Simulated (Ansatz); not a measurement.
B:
```
B
1.0
    1.45835    -2.64281     0.00000
    1.45835     2.64281     0.00000
    0.00000     0.00000     3.23705
B
4
Direct
  0.34391   0.65609   0.58976
  0.65609   0.34391   0.41024
  0.84391   0.15609   0.91024
  0.15609   0.84391   0.08976
```

This is the PBE+D3(BJ)-relaxed structure.

Question: All from plane-wave PAW PBE+D3(BJ) (Ansatz code), unless another level is named. Predict the electronic character.

Answer: metallic (no gap).

Question: Predict the density of states at the Fermi level.

Answer: 0.04 states/eV per atom (mean over ±0.08 eV).

Space group Cmce. The cell is a constructed one: a structure type filled with these elements; neither database checked (COD, Materials Project) lists it. It is not the phase usual at ambient conditions (space group No. 166). The PBE+D3(BJ) relaxation kept the symmetry of its start; whether a distortion lowers the energy is not shown.

Potentials: the later of the program's two PAW sets.
